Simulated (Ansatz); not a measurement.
# Property card for ScSi

ScSi:
```
CELL_PARAMETERS angstrom
      3.28211     0.00000     0.00000
      0.00000     3.28211     0.00000
      0.00000     0.00000     3.28211
ATOMIC_POSITIONS crystal
  Sc 0.00000 0.00000 0.00000
  Si 0.50000 0.50000 0.50000
```

Space group Pm-3m (No. 221), CsCl type; conventional cell a = 3.282 Å, b = 3.282 Å, c = 3.282 Å, α = 90.00°, β = 90.00°, γ = 90.00°.

Method: PBEsol (plane waves, PAW; program Ansatz). Structure relaxed to zero pressure with the same functional. Other levels are named where they apply.

Cell and energy:

Volume per atom: 17.68 Å³
Density: 3.43 g/cm³
Formation energy from the elements (no fitted shifts): -0.48 eV/atom

Electronic structure:

* **Electronic character**: metallic (no gap)
* **Density of states at the Fermi level**: 1.2 states/eV per atom (mean over ±0.08 eV)

Mechanics:

- Bulk modulus (Birch–Murnaghan fit): 91.6 GPa
- Pressure derivative B′: 3.6
- Elastic constants (relaxed ions, GPa): C11 = 2.5, C12 = 135, C44 = -52.3
- Mechanical stability: unstable (C has a negative eigenvalue)

Phonons:

* **Highest zone-centre frequency**: 251 cm⁻¹
* **Zone-centre stability**: no imaginary mode at Γ

The cell is a constructed one: a structure type filled with these elements; neither database checked (COD, Materials Project) lists it. Whether it is the stable phase at ambient conditions was not checked. Symmetry was held in the PBEsol relaxation. No spin polarisation was allowed. As this level gives no gap, shear constants depend on the k-mesh and smearing (Fermi–Dirac, 0.1 eV here). As this level gives no gap, phonon frequencies hold no LO–TO term and depend on the k-mesh and smearing (Fermi–Dirac, 0.1 eV here). The references are the lowest solids computed at this level, not always the standard phases.

Potentials: the later of the program's two PAW sets.
